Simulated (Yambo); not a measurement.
Yambo run on CsNO3 (space group Pmmn, No. 59). The wavefunctions are norm-conserving PBEsol (Quantum ESPRESSO, 84 Ry, scalar-relativistic) ones on a 2×2×2 mesh (32 occupied bands); a = 5.550 Å, b = 6.155 Å, c = 5.079 Å, α = β = γ = 90.00°.

Yambo input:

```
rim_cut
gw0
dyson
el_el_corr
HF_and_locXC
ppa
em1d
RandQpts= 1000000
RandGvec= 1 Ry
EXXRLvcs= 84 Ry
VXCRLvcs= 336 Ry
Chimod= "HARTREE"
% BndsRnXp
 1 | 321 |
%
NGsBlkXp= 7 Ry
% LongDrXp
 1.0 | 1.0 | 1.0 |
%
PPAPntXp= 27.2114 eV
% GbndRnge
 1 | 321 |
%
GTermKind= "BG"
DysSolver= "n"
ExtendOut
% QPkrange
 2 | 2 | 32 | 33 |
%
```

k points by index: 2 = (0, 0, -0.5).

The o-*.qp file then holds:

```
#    K-point    Band    Eo [eV]    E [eV]    E-Eo [eV]    Vxc [eV]    Vnlxc [eV]    Sc|Eo [eV]    Sc|E [eV]    dSc/dw|Eo [eV]    Re(Z)    Im(Z)
#
    2    32    0.000000    -1.610082    -1.610082    -20.28814    -26.77945    4.483091    4.881226    -6.728127    0.801759    -0.001276
    2    33    3.088235    5.315776    2.227542    -17.35833    -12.40938    -2.242427    -2.721408    -5.850998    0.823030    -0.001044
```
(The two width columns are left out.) Convergence of these settings isn't established.

Geometry of the Materials Project entry, not relaxed at this level.

The structure is a Materials Project entry; no match was found in the copy of COD used, and its stability was not checked.
